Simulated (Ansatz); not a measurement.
The relaxed structure here is a generated cell of GaPt: the first start was made by placing the elements on the sites of a structure type, and the end was not matched to a known phase here, so it may be hypothetical.

One starting cell of GaPt (a generated cell, GaPt built in the AFLOW prototype AB_cF8_216_c_a (B3, as in ZnS)) was relaxed twice with Ansatz (plane waves, PAW, scalar-relativistic): with PBEsol at 420 eV and with PBE at 420 eV. The PBEsol result:

Space group F-43m (No. 216); a = b = c = 5.572 Å, α = β = γ = 90.00°

```
atom  site  symmetry       x       y       z
----  ----  --------  ------  ------  ------
Pt      4c      -43m  0.2500  0.2500  0.2500
Ga      4a      -43m  0.0000  0.0000  0.0000
```
(The calculation used a cell of 2 atoms; values per cell refer to that cell.)

```
quantity                          PBEsol    PBE
--------------------------------  ------  -----
space group                        F-43m  F-43m
volume (Å³/atom)                   21.62  22.69
a (Å)                              5.572  5.662
gap (eV, no spin-orbit coupling)    0.00   0.00
```

Both levels end in the same structure; PBE's volume is 4.9 % larger. Neither column is exact.

No spin polarisation in the result.

The run could not lose the symmetry of its start: the end is stationary, and may be a saddle point rather than a minimum.

All atoms sit on sites fixed by symmetry, so only the cell could relax.

Ansatz is a program for electronic structure.
